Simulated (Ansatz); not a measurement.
## Sn5PbSe6: stable or not

The cell was found from a structure generator's guess, not taken from experiment.

The calculation used Ansatz 0.2.0, DFT PBE, scalar-relativistic, plane waves, PAW. The final run on the 12-atom cell used 420 eV, a Γ-centred 8×8×2 mesh, 0.02 eV smearing and no spin polarisation.

```
CELL_PARAMETERS angstrom
4.30422 0.00000 0.00000
0.00000 4.30422 0.00000
0.00000 0.00000 18.26542
ATOMIC_POSITIONS crystal
Sn 0.00000 0.00000 0.66572
Sn 0.50000 0.50000 0.83201
Sn 0.50000 0.50000 0.16799
Sn 0.00000 0.00000 0.33428
Sn 0.50000 0.50000 0.50000
Pb 0.00000 0.00000 0.00000
Se 0.00000 0.00000 0.83008
Se 0.50000 0.50000 0.00000
Se 0.00000 0.00000 0.16992
Se 0.50000 0.50000 0.33377
Se 0.00000 0.00000 0.50000
Se 0.50000 0.50000 0.66623
```

Energies over the elements count from the elements' standard structures at the same level, with no fitted energy shifts. The references include grey tin.

Problem. These tests were run: energy against the elements; elastic tensor. What do they show?

Solution.

```
                       test                   result
energy against the elements           −0.453 eV/atom
             elastic tensor  least eigenvalue 18 GPa
```

It fails none of these tests. Other phases of the system weren't compared here, so this isn't yet thermodynamic stability. Phonons away from Γ weren't computed.

These runs have no spin–orbit coupling, which can matter for Pb. Kohn–Sham gaps at this level usually fall short of measured ones. The missing spin–orbit coupling can work the other way here. The reference form of Se is held partly by dispersion forces, which this level lacks. A band path finds a smaller gap than this mesh does: 0.01 eV. The run for the elastic tensor used an 8×8×2 k mesh.
